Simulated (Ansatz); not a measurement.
MgS:
```yaml
crystal:
  lattice:
    - [0.00000, 2.79684, 2.79684]
    - [2.79684, 0.00000, 2.79684]
    - [2.79684, 2.79684, 0.00000]
  atoms:
    - { symbol: S, position: [0.75000, 0.75000, 0.75000] }
    - { symbol: Mg, position: [0.00000, 0.00000, 0.00000] }
```

x, y and z are the axes in which the lattice vectors are written.

Problem. Give the proper piezoelectric stress tensor with relaxed ions from DFT-LDA in the program Ansatz with PAW potentials.

Solution. In C/m², rows x, y, z, Voigt columns; mesh uncertainty up to 0.00.
```
 0.00   0.00   0.00  -0.34   0.00   0.00
 0.00   0.00   0.00   0.00  -0.34   0.00
 0.00   0.00   0.00   0.00   0.00  -0.34
```

The elastic tensor of the same run (GPa):

```
74.7  54.9  54.9   0.0   0.0   0.0
54.9  74.7  54.9   0.0   0.0   0.0
54.9  54.9  74.7   0.0   0.0   0.0
 0.0   0.0   0.0  28.9   0.0   0.0
 0.0   0.0   0.0   0.0  28.9   0.0
 0.0   0.0   0.0   0.0   0.0  28.9
```

Problem. Convert to strain constants d = e·S.

Solution. In pC/N:
```
  0.0    0.0    0.0  -11.7    0.0    0.0
  0.0    0.0    0.0    0.0  -11.7    0.0
  0.0    0.0    0.0    0.0    0.0  -11.7
```

Space group F-43m (zinc blende). A made-up cell: these elements were put on the sites of a structure type; the Crystallography Open Database copy checked does not list it. COD files the formula under space group No. 225, so this cell is another polymorph or a model. Its standing as an ambient phase is unchecked. The cell was relaxed with LDA under the symmetry of its start; phonons on a q-mesh show no instability.

Potentials: the later of the program's two PAW sets.
